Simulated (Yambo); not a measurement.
BSE-type run in Yambo on SnSe₂ (CdI2 type, space group P-3m1, No. 164), at zero momentum.

Quantum ESPRESSO step (PBE, PseudoDojo standard norm-conserving files, scalar-relativistic):
```
&CONTROL
  calculation = 'nscf'
  pseudo_dir = './pseudo'
  outdir = './out'
/
&SYSTEM
  ibrav = 0
  nat = 3
  ntyp = 2
  ecutwfc = 86.0
  ecutrho = 344.0
  occupations = 'fixed'
  force_symmorphic = .true.
  nbnd = 57
/
&ELECTRONS
  conv_thr = 3.0000000000000004e-09
  diago_full_acc = .true.
  diago_thr_init = 1e-08
/
ATOMIC_SPECIES
Se 78.9710 Se.upf
Sn 118.7100 Sn.upf
CELL_PARAMETERS angstrom
  3.845293058403   0.000000000000   0.000000000000
 -1.922646529202   3.330121473573   0.000000000000
  0.000000000000   0.000000000000   5.990522992000
ATOMIC_POSITIONS crystal
Se   0.666666667000   0.333333333000   0.734511524400
Se   0.333333333667   0.666666666333   0.265488475600
Sn   0.000000000333   0.000000000000   0.000000000000
K_POINTS automatic
9 9 4 0 0 0
```

Yambo input:
```
rim_cut
optics
bse
bss
dipoles
RandQpts= 1000000
RandGvec= 1 Ry
FFTGvecs= 40 Ry
BSKmod= "HARTREE"
BSEmod= "resonant"
BSSmod= "hs"
BSENGexx= 15 Ry
% KfnQP_E
 0.473 | 1.0 | 1.0 |
%
% BSEQptR
 1 | 1 |
%
% BSEBands
 19 | 28 |
%
% BEnRange
 0.0 | 8.6 | eV
%
% BDmRange
 0.15 | 0.15 | eV
%
BEnSteps= 172
% BLongDir
 1.0 | 0.0 | 0.0 |
%
BSHayTrs= -0.02
BSSNEig= 24
WRbsWF
```

From the report:

The dimension is k points × valence × conduction bands = 324 × 5 × 5 = 8100.
```
  [SLEPC] Approach                          : Krylov-Schur
  [SLEPC] Number of requested eigenvalues   :  24
  [SLEPC] Number of eigenvalues        [NEV]:  24
   [K] Dimension                                    :   8100
   [K] Bands                                        :  19  28
   [K] Exchange res                                 : yes
   [K] Correlation res                              : no
   [K] W interaction is bare                        : no
   [K] RL vectors exchange                          :   535
```

Bands and orbitals come from the standard potentials; the scissor and the G0W0 gaps come from a run at the same geometry on the stringent ones, which hold whole semicore shells in the valence.

Spin-orbit coupling is not included.

Geometry relaxed with PBE+D3(BJ).
